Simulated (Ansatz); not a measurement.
Data:

SrVO₃:
```xyz
5
Lattice="3.8094 0.0000 0.0000 0.0000 3.8094 0.0000 0.0000 0.0000 3.8094" Properties=species:S:1:pos:R:3 pbc="T T T"
Sr     0.0000     0.0000     0.0000
V      1.9047     1.9047     1.9047
O      0.0000     1.9047     1.9047
O      1.9047     1.9047     0.0000
O      1.9047     0.0000     1.9047
```

This is the PBEsol-relaxed structure.

Question: All from plane-wave PAW PBEsol (Ansatz code), unless another level is named. Predict the electronic character.

Answer: metallic (no gap).

Question: Predict the density of states at the Fermi level.

Answer: 0.30 states/eV per atom (mean over ±0.08 eV).

Question: What about the formation energy from the elements (no fitted shifts)?

Answer: -2.83 eV/atom.

Question: Next, the gap with spin–orbit coupling?

Answer: none (metallic).

Space group Pm-3m (cubic perovskite). The cell was relaxed with PBEsol under the symmetry of its start. The workflow began spin-polarised and lost its moments. No Hubbard U is applied. The compound may be a true metal, but semilocal functionals without U, or a wrong spin order, can also close a gap. The references are the lowest solids computed at this level, not always the standard phases (solids in place of the gases). Scalar-relativistic: spin–orbit coupling is off unless named, which matters more the heavier the elements.

Potentials: the later of the program's two PAW sets.
